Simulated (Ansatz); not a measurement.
# Relaxing a structure of Nb

The start is a relaxed Nb cell displaced along its unstable phonon at q = Γ (168i cm⁻¹), largest move 0.15 Å. The cell and all atomic positions are relaxed at zero pressure with PBE (plane waves to 420 eV, PAW, scalar-relativistic; Ansatz, a program for electronic structure). First-step values are on the input's coarse k-mesh.

Ansatz input (later rounds restart from its end on a renewed k-mesh):
Ansatz 0.2 input:
```yaml
crystal:
  lattice:
    - [4.8860131547, 0, 0]
    - [-2.4430065773, 4.2314115152, 0]
    - [0, 0, 2.6818575232]
  atoms:
    - { symbol: Nb, position: [0, 0, 0] }
    - { symbol: Nb, position: [0.3333333333, 0.6666666667, 0.5559313829] }
    - { symbol: Nb, position: [0.6666666667, 0.3333333333, 0.4440686171] }
basis: { ecutwfc: 420, ecutrho_ratio: 4, xc_grid: 2, fft_grid_basis: typed }
kpoints: { mp_grid: { grid: [8, 8, 12] } }
hamiltonian:
  xc: pbe
  dispersion: none
  pseudopotentials: { azcp: { folder: ./paw }, kind: paw }
scf: { occupations: { method: fermi_dirac, width: 0.05 } }
relax: { f_tol: 0.01, max_steps: 100, cell: { stress_tol: 0.02 } }
output: { forces: true, stress: true }
```

Which atoms feel the largest initial force, and how large is it?

1.01 eV/Å, on Nb2, Nb3 (atoms numbered as listed).

How does the volume per atom move from start to end?

-1.9 %, from 18.48 to 18.13 Å³/atom.

Is the parent structure recovered?

It does not go back: it reaches Im-3m (No. 229), bcc (W type), 0.20 eV/atom below the parent.

How do the shortest distances between atoms change?

The closest pairs of elements (up to four, under 3.6 Å), start → end: Nb–Nb 2.68 → 2.87 Å.

Is the relaxed structure metallic? Give its gap.

No gap (metallic).

What does it relax into? Give the structure.


```cif
data_Nb2
_chemical_formula_sum 'Nb2'
_space_group_name_H-M_alt 'Im-3m'
_space_group_IT_number 229
_space_group_name_Hall '-I 4 2 3'
_cell_length_a 3.30956
_cell_length_b 3.30956
_cell_length_c 3.30956
_cell_angle_alpha 90.000
_cell_angle_beta 90.000
_cell_angle_gamma 90.000
loop_
_atom_site_label
_atom_site_type_symbol
_atom_site_symmetry_multiplicity
_atom_site_Wyckoff_symbol
_atom_site_fract_x
_atom_site_fract_y
_atom_site_fract_z
_atom_site_occupancy
Nb1 Nb 2 a 0.00000 0.00000 0.00000 1
```
(The calculation used a cell of 1 atom; values per cell refer to that cell.)

Final values are on a 20×20×20 k-mesh of the relaxed cell. No spin polarisation in the result.

The run could not lose the symmetry of its start.

Of the parent cell (P6/mmm (No. 191)): it is a generated cell of Nb: the first start was made by placing the elements on the sites of a structure type, and the end was not matched to a known phase here, so it may be hypothetical. Known forms of Nb include space group No. 229.
